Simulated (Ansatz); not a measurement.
Relaxing a structure of ZnSnP$_{2}$

The start is a relaxed ZnSnP2 cell shaken by Gaussian noise of σ = 0.08 Å a coordinate. Cell shape, volume and atoms are optimised at zero target pressure with PBE (plane waves to 420 eV, PAW, scalar-relativistic; Ansatz, a first-principles code). The first steps use a coarse 7×7×2 k-mesh.

Input geometry:
```
CELL_PARAMETERS angstrom
      3.88377     0.00000     0.00000
     -1.94188     3.36344     0.00000
      0.00000     0.00000    12.02359
ATOMIC_POSITIONS crystal
  Zn 0.33377 0.68114 0.74730
  Zn 0.66379 0.33464 0.25624
  P  0.37807 0.67184 0.13876
  P  0.67264 0.31957 0.63831
  P  0.69376 0.36989 0.87086
  P  0.32291 0.65527 0.34981
  Sn 0.98398 0.02339 0.98845
  Sn 0.99839 0.00766 0.49650
```

**Question.** How much energy is released per atom?

**Answer.** 0.20 eV/atom.

**Question.** How does the volume change?

**Answer.** +15.3 %, from 19.63 to 22.64 Å³/atom.

**Question.** Does it find its way back to the structure it was made from?

**Answer.** It does not go back: it reaches Cm (No. 8), 0.17 eV/atom below the parent.

**Question.** How do the shortest distances between atoms change?

**Answer.** The closest pairs of elements (up to four, under 3.6 Å), start → end: P–P 2.54 → 2.17 Å; P–Zn 2.49 → 2.37 Å; P–Sn 2.57 → 2.59 Å; Sn–Zn 3.63 → 2.74 Å.

**Question.** Is the relaxed structure metallic? Give its gap.

**Answer.** No gap (metallic).

**Question.** What does it relax into? Give the structure.

**Answer.** 
Space group Cm (No. 8); a = 7.0650 Å, b = 3.8868 Å, c = 13.2003 Å, α = 90.00°, β = 92.33°, γ = 90.00°

| atom | site | symmetry | x | y | z |
|---|---|---|---|---|---|
| Zn | 2a | m | 0.4086 | 0.0000 | 0.2068 |
| Zn | 2a | m | 0.2403 | 0.5000 | 0.6856 |
| P | 2a | m | 0.4608 | 0.0000 | 0.8953 |
| P | 2a | m | 0.3943 | 0.0000 | 0.3860 |
| P | 2a | m | 0.2117 | 0.5000 | 0.1360 |
| P | 2a | m | 0.4192 | 0.0000 | 0.7317 |
| Sn | 2a | m | 0.1512 | 0.0000 | 0.9943 |
| Sn | 2a | m | 0.2302 | 0.5000 | 0.4781 |
(The calculation used a cell of 8 atoms; values per cell refer to that cell.)

Final values are on a 14×14×4 k-mesh of the relaxed cell. No spin polarisation in the result.

The relaxed structure here is a generated cell of ZnSnP2: the first start was made by placing the elements on the sites of a structure type, and the end was not matched to a known phase here, so it may be hypothetical.
